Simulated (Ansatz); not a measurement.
## Cs₃Bi₂Br₉: pressure against volume

A database entry relaxed whole under r2SCAN (P-3m1):

```
CELL_PARAMETERS angstrom
8.03691 0.00000 0.00000
-4.01846 6.96017 0.00000
0.00000 0.00000 9.94048
ATOMIC_POSITIONS crystal
Cs 0.66667 0.33333 0.66410
Cs 0.33333 0.66667 0.33590
Cs 0.00000 0.00000 0.00000
Bi 0.66667 0.33333 0.18996
Bi 0.33333 0.66667 0.81004
Br 0.50000 0.50000 0.00000
Br 0.50000 0.00000 0.00000
Br 0.00000 0.50000 0.00000
Br 0.33429 0.16714 0.33751
Br 0.83286 0.16714 0.33751
Br 0.83286 0.66571 0.33751
Br 0.16714 0.33429 0.66249
Br 0.16714 0.83286 0.66249
Br 0.66571 0.83286 0.66249
```

The cell was scaled uniformly, its shape held, and the atoms relaxed at each volume with plane-wave PAW DFT (Ansatz 0.2.0; r2SCAN, 500 eV, 6×6×4 Γ-centred mesh, fermi-dirac occupations of width 0.020 eV; no spin, no spin-orbit coupling). One row is withheld.

```tsv
volume (Å³/atom)	energy over the lowest (meV/atom)	pressure (GPa)
37.335	6.3	0.92
38.129	2.6	0.56
38.924	?	?
39.718	0.0	0.00
40.512	0.6	-0.23
41.307	2.2	-0.41
42.101	4.6	-0.58
```

**Question.** Fit the pressures of the other rows to the third-order Birch-Murnaghan form.

**Answer.** With f = [(V₀/V)^(2/3) − 1]/2 and P = 3B₀f(1 + 2f)^(5/2)[1 + 3(B₀′ − 4)f/2], least squares gives V₀ = 39.71 Å³ an atom, B₀ = 12 GPa and B₀′ = 6.9; the rows miss the fit by less than 0.01 GPa. The slope of the energies differs from these pressures by less than 0.05 GPa.

**Question.** What does the withheld row hold?

**Answer.** The fit gives 0.26 GPa at 38.924 Å³; the run gave 0.26 GPa and 0.6 meV an atom.

Caveats: the shape of the cell was held, so B₀ is an upper bound where the axes differ in stiffness; 0 K, fixed nuclei; the symmetry was kept, and this need not be the phase that is stable at 0 K; one mesh for all volumes; pressure is positive in compression.
